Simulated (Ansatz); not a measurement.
# Be₃Os₂: settings compared (Ansatz)

Input:

```yaml
crystal:
  lattice:
    - [0.0, 2.81475, 0.0]
    - [5.503396, -1.407375, 0.0]
    - [-2.092215, 1.407375, -6.513909]
  atoms:
    - { symbol: Be, position: [0.65905, 0.80645, 0.48835] }
    - { symbol: Be, position: [0.34095, 0.19355, 0.51165] }
    - { symbol: Be, position: [0.76925, 0.65605, 0.11755] }
    - { symbol: Be, position: [0.23075, 0.34395, 0.88245] }
    - { symbol: Os, position: [0.40983, 0.76774, 0.94808] }
    - { symbol: Os, position: [0.59017, 0.23226, 0.05192] }
    - { symbol: Be, position: [0.95035, 0.63169, 0.73099] }
    - { symbol: Be, position: [0.04965, 0.36831, 0.26901] }
    - { symbol: Os, position: [0.1369, 0.98072, 0.70692] }
    - { symbol: Os, position: [0.8631, 0.01928, 0.29308] }
  symmetry: { tolerance: 0.0003 }
kpoints:
  mp_grid: { grid: [7, 7, 7], shift: [0, 0, 0] }
magnetization:
  spin_polarized: false
scf:
  occupations: { method: gaussian, width: 0.2233 }
hamiltonian:
  pseudopotentials: { kind: paw }
  xc: pbe
basis:
  ecutwfc: 420
output:
  forces: true
  stress: true
  eigenvalues: true
```

Run with:

```bash
ansatz run input.yaml --threads 1 --pin off --max-ram 2560MiB --backend cpu --events-out ev --progress --plain --runs-dir out
```

Origin of the cell: a known structure type with other elements, at an estimated volume, so it need not be a known compound.

Output of this run (shortened):

```
SCF iter   1: F=—  HF=-46082.470313 eV  Δρ=1.35e-2  dr2=5.71e-1
SCF iter   2: F=—  HF=-46082.434732 eV  Δρ=7.41e-3  dr2=2.06e-1
SCF iter   3: F=—  HF=-46082.413526 eV  Δρ=1.11e-3  dr2=2.69e-3
SCF iter   4: F=—  HF=-46082.413749 eV  Δρ=4.00e-4  dr2=2.05e-4
SCF iter   5: F=—  HF=-46082.413702 eV  Δρ=9.63e-5  dr2=2.31e-5
SCF iter   6: F=—  HF=-46082.413588 eV  Δρ=2.99e-5  dr2=1.98e-6
SCF iter   7: F=—  HF=-46082.413588 eV  Δρ=7.62e-6  dr2=1.60e-7
SCF iter   8: F=-46082.413588 eV  HF=-46082.413588 eV  Δρ=1.91e-6  dr2=5.79e-9
SCF 1 converged in 8 iterations: F = -46082.413588 eV  dr2 = 5.79e-9
SCF converged after 8 iterations
Free energy (F): -46082.413588 eV
Harris-Foulkes:  -46082.413588 eV  (|F-HF|=2.01e-9)
Internal energy: -46082.302005 eV  (E = F + TS)
E sigma→0 (E₀):  -46082.357796 eV
Entropy (-TS):   -0.111582 eV (-11.158 meV/atom)
Fermi energy:    17.663331 eV
--- Per-component energies (eV) ---
  E_band       = -615.087278
  E_kinetic    = 2433.430932
  E_local      = -7087.123700  (includes V_loc(G=0)·N_el)
  E_nonlocal   = 40.511594
  E_hartree    = 3070.328146
  E_xc         = -1201.452122
  E_vxc        = -1281.921553  (∫ρ·V_xc dr)
  E_paw        = -36415.716627  (= ΣΔE_a)
  E_vpaw       = -860.642310  (= ΣTr[D̂ρ^β])
  E_aug_tail   = -0.000265  (compensation charges beyond the density's cutoff)
  E_ewald      = -6922.279963
  E_smearing   = -0.111582  (= −TS)
  Σ components = -46082.413588   (vs F -46082.413588, Δ=0.00e0)
--- Forces (eV/Å), atoms counted from 1 ---
  atom   1  Be    -4.421752     0.000000     1.739588
  atom   2  Be     4.421752    -0.000000    -1.739588
  atom   3  Be    -6.149892    -0.000000    -1.983542
[… 2 lines left out …]
  atom   6  Os    -1.288428    -0.000000    -0.100655
  atom   7  Be    -5.235640     0.000000     4.951985
  atom   8  Be     5.235640    -0.000000    -4.951985
  atom   9  Os    -0.550039    -0.000000    -0.989533
  atom  10  Os     0.550039     0.000000     0.989533
  max |Σ_I F_I| component: 0.00e0 eV/Å
--- Stress (GPa, compression-positive) ---
       92.060847       0.000000      -3.783195
        0.000000      56.662786       0.000000
       -3.783196       0.000000      67.518410
  P = ⅓ Tr σ = 72.0807 GPa (720.807 kbar)
```

The same input was run again with these changes:

1. `crystal.symmetry` { tolerance: 0.0003 } → { detect: false }
2. `scf.occupations.method` gaussian → fermi_dirac; `scf.occupations.width` 0.2233 → 0.05; `scf.lower_state_search` default → "off"; `kpoints.mp_grid.grid` [7, 7, 7] → [6, 6, 6]
3. `hamiltonian.xc` pbe → pbesol; `hamiltonian.hubbard` default → { sites: [{ species: Os, l: d, u_eff: 6.0 }], double_counting: fll }
4. `kpoints.mp_grid.shift` [0, 0, 0] → [0.5, 0.5, 0.5]

| run | end | SCF iterations | P (GPa) | max force component (eV/Å) | moment (μB) | ΔE(σ→0) (meV/atom) |
| --- | --- | --- | --- | --- | --- | --- |
| base | converged | 8 | 72.08 | 6.150 | – | 0 |
| 1 | converged | 8 | 72.08 | 6.150 | – | 0.00 |
| 2 | converged | 8 | 72.12 | 6.158 | – | 6.22 |
| 3 | converged | 10 | 57.77 | 5.240 | – | – |
| 4 | converged | 8 | 72.27 | 6.183 | – | 4.00 |

Energies are compared only where functional, datasets, charge and starting cell are the same.

Not properties of the system: run 2 (too coarse or loose: `kpoints.mp_grid.grid` = [6, 6, 6]).

Caveats of the base run: no moments, though an odd count or open d shells may carry them; no spin-orbit coupling, though heavy elements are present; the given cell is far from equilibrium, with atoms too close or a volume far off; the k mesh is coarse if the cell is a metal; wide smearing.

Run 4: the k mesh keeps only part of the crystal's symmetry.

The base run took 17 s on 1 thread of Intel(R) Xeon(R) Platinum 8488C (Sapphire Rapids) (shared host), peak memory 0.63 GiB, from the program's own first density.
